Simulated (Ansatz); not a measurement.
BaTiO3 in space group P4mm (No. 99; Ti on 1b, Ba on 1a, O on 1b, O on 2c), the program Ansatz at the r²SCAN level (PAW). The conduction-band minimum lies at Γ, with 1 equivalent valley. Second derivatives d²E/dk² of the lowest band at one valley (eV·Å²), along Cartesian directions:

```tsv
direction	d²E/dk²
[100]	16.63
[010]	16.63
[001]	0.8637
[110]	16.63
[101]	8.752
[011]	8.752
```

**Question.** Find the principal effective masses, the density-of-states mass and the conductivity mass.

**Answer.** Off-diagonal terms follow from H_xy = H[110] − (H_xx + H_yy)/2, and m*/mₑ = 7.620 eV·Å² over each eigenvalue: 0.46, 0.46, 8.8. One valley's DOS mass (m₁m₂m₃)^(1/3) = 1.2, conductivity mass 3/(Σ 1/mᵢ) = 0.67 mₑ.

**Question.** What effective density of states Nc follows at 300 K for parabolic valleys?

**Answer.** Nc = 2.509e19 × 1 × (1.2)^(3/2) ≈ 3.3e19 cm⁻³.

The r²SCAN relaxation kept the symmetry of its start. No spin polarisation was allowed. Spin–orbit coupling is left out wherever it is not named.

Potentials: the later of the program's two PAW sets.

Edges and masses are those of Kohn–Sham bands, whose gap is no quasiparticle gap.
